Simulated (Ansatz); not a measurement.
An element in the bcc structure gives these cold pressures by all-electron LAPW under PBEsol (Ansatz 0.2.0, scalar-relativistic, no spin polarisation).

```tsv
V (Å³/atom)	P (GPa)
36.24	0.02
32.62	1.03
29.00	2.67
25.37	5.46
21.75	10.42
18.12	19.96
14.50	40.5
```

(1) Which element is it?

Answers

(1) Na. Its zero-pressure volume in this structure is near 36.2 Å³/atom; the volume and the steepness of P(V) together point to it, though neighbours can come close. Neighbours weren't tried against these numbers.
